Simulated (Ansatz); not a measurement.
Values for one crystal, relaxed and computed with LDA (plane waves, PAW; program Ansatz); other levels are named.

- Volume per atom = 16.24 Å³
- Band gap = 3.12 eV (indirect)
- Debye temperature from the elastic constants = 454 K
- Hole effective mass, band 2 of 3 at the edge = 4.2 along [100], 0.87 along [110], 1.2 along [111] (mₑ)
- Dynamical stability on the path = stable (no imaginary branch)
- Elastic constants (relaxed ions, GPa) = C11 = 209, C12 = 52.1, C44 = 56.0
- Conduction-band minimum = at X (3 equivalent valleys)

**Question.** Which compound is it?
(A) MgO, P6_3/mmc (Mg on 2c, O on 2d)
(B) SrO, rock salt
(C) SiO2, rutile
(D) LaLuO3, cubic perovskite

**Answer.** B, SrO, rock salt

Space group Fm-3m (rock salt). The cell was relaxed with LDA under the symmetry of its start. Spin–orbit coupling is left out wherever it is not named.

Potentials: the earlier of the program's two PAW sets. The files were generated under PBE; for other functionals the program regenerates the frozen cores, and for LDA and PBEsol the local potential too.
